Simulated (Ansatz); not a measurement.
The elements of this relaxed trial crystal are hidden behind letters.

```
lattice vectors (Å)
   5.1002    0.0000    0.0000
  -2.5501    4.4169    0.0000
   0.0000    0.0000    4.4305
fractional positions
X 0.0000 0.0000 0.0000
X 0.0000 0.0000 0.5000
Z 0.3333 0.6667 0.7500
Z 0.6667 0.3333 0.2500
Q 0.8250 0.6500 0.7500
Q 0.3500 0.1750 0.7500
Q 0.8250 0.1750 0.7500
Q 0.1750 0.3500 0.2500
Q 0.6500 0.8250 0.2500
Q 0.1750 0.8250 0.2500
```

Theory: DFT PBE, scalar-relativistic, plane waves, PAW in Ansatz 0.2.0. Settings of the last relaxation (10-atom cell): 420 eV, 9×9×8 k points, Gaussian smearing of 0.10 eV, no spin polarisation.

```
Space group                               : P6_3/mmc (No. 194)
Conventional cell                         : a = 5.100 Å, c = 4.430 Å
Volume per atom                           : 9.98 Å³
Density                                   : 4.28 g/cm³
Formation energy                          : +0.28 eV/atom
Gap on the 9×9×8 mesh of the 10-atom cell : 0 eV (a metal)
```

Energies are uncorrected and count from the elements' standard states at the same level.

Q: X is an s-block element of period 2, Z is a p-block element of period 5 and Q is an s-block element of period 1. Which elements are they?

A: X = Li, Z = Sn, Q = H, so the formula is LiSnH3, here in the hexagonal perovskite (2H) type. Density times volume gives a mean mass of 4.28 × 9.98/1.6605 = 25.7 u per atom, and this set has 25.7 u. Among the elements that the hints allow, noble gases aside, only these give it. Li has 6 H at 1.90 Å and 2 Li at 2.22 Å; around Sn lie 12 H at 2.55–2.62 Å; H has 2 Li at 1.90 Å, 2 H at 2.42 Å and 4 Sn at 2.55–2.62 Å.

A structure relaxed within its symmetry needn't be a true minimum.
